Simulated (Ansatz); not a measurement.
AlRu: from a starting cell to a relaxed one

The start is a generated cell, AlRu built in the AFLOW prototype AB_cI16_199_a_a (B_a). The cell and all atomic positions are relaxed at zero pressure with PBE (plane waves to 420 eV, PAW, scalar-relativistic; Ansatz, a program for electronic structure). The first steps use a coarse 8×8×8 k-mesh.

Starting cell:
```yaml
crystal:
  lattice:
    - [-2.92068, 2.92068, 2.92068]
    - [2.92068, -2.92068, 2.92068]
    - [2.92068, 2.92068, -2.92068]
  atoms:
    - { symbol: Ru, position: [0.91200, 0.91200, 0.91200] }
    - { symbol: Ru, position: [0.50000, 0.00000, 0.58800] }
    - { symbol: Ru, position: [0.00000, 0.58800, 0.50000] }
    - { symbol: Ru, position: [0.58800, 0.50000, 0.00000] }
    - { symbol: Al, position: [0.43060, 0.43060, 0.43060] }
    - { symbol: Al, position: [0.50000, 0.00000, 0.06940] }
    - { symbol: Al, position: [0.00000, 0.06940, 0.50000] }
    - { symbol: Al, position: [0.06940, 0.50000, 0.00000] }
```

How large is the pressure on the unrelaxed cell, and of which sign?

+38.0 GPa (positive: the cell is compressed).

What is the largest force in the starting geometry, and on which atom (counted from 1)?

4.33 eV/Å, on Ru1, Ru2, Ru3, Ru4 (atoms numbered as listed).

Does the structure survive the relaxation? Give the final space group.

The space group goes from I2₁3 (No. 199) to Pm-3m (No. 221); the end is CsCl type, with 2 atoms in the primitive cell.

By how much does the energy per atom fall from start to end?

0.56 eV/atom.

How do the shortest distances between atoms change?

The closest pairs of elements (up to four, under 3.6 Å), start → end: Al–Ru 2.44 → 2.60 Å; Ru–Ru 2.46 → 3.00 Å; Al–Al 2.55 → 3.00 Å.

What band gap does the relaxed structure have at this level?

No gap (metallic).

Write out the relaxed structure.


Space group Pm-3m (No. 221); a = 3.0037 Å, b = 3.0037 Å, c = 3.0037 Å, α = 90.00°, β = 90.00°, γ = 90.00°

| atom | site | symmetry | x | y | z |
|---|---|---|---|---|---|
| Ru | 1a | m-3m | 0.0000 | 0.0000 | 0.0000 |
| Al | 1b | m-3m | 0.5000 | 0.5000 | 0.5000 |

Final values are on a 15×15×15 k-mesh of the relaxed cell. No spin polarisation in the result.

The run could not lose the symmetry of its start; a randomly shaken copy of 4 atoms returns to this structure.
